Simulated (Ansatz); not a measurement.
Zn$_{3}$Se$_{2}$S (P3m1) at 2 levels of theory

One geometry, relaxed with PBE; plane waves with PAW potentials in Ansatz, scalar-relativistic. No spin polarisation. Gaps are the least over mesh and band path; pressure is positive in compression.

```yaml
crystal:
  lattice:
    - [3.98599, 0.00000, 0.00000]
    - [-1.99299, 3.45197, 0.00000]
    - [0.00000, 0.00000, 9.76559]
  atoms:
    - { symbol: Zn, position: [0.00000, 0.00000, 0.99049] }
    - { symbol: Zn, position: [0.66667, 0.33333, 0.33309] }
    - { symbol: Zn, position: [0.33333, 0.66667, 0.67604] }
    - { symbol: Se, position: [0.66667, 0.33333, 0.07966] }
    - { symbol: Se, position: [0.33333, 0.66667, 0.42170] }
    - { symbol: S, position: [0.00000, 0.00000, 0.74902] }
```

```
level  cutoff (eV)   k mesh  gap (eV)  pressure (GPa)
  PBE          420  12×12×4      1.26             0.0
```

Task: What comes out on the same cell with r2SCAN?

Result:
| level | cutoff (eV) | k mesh | gap (eV) | pressure (GPa) |
| --- | --- | --- | --- | --- |
| r2SCAN | 500 | 12×12×4 | 1.81 | -2.2 |

The structure comes from a generated guess; another structure or a mixture of phases may lie lower.
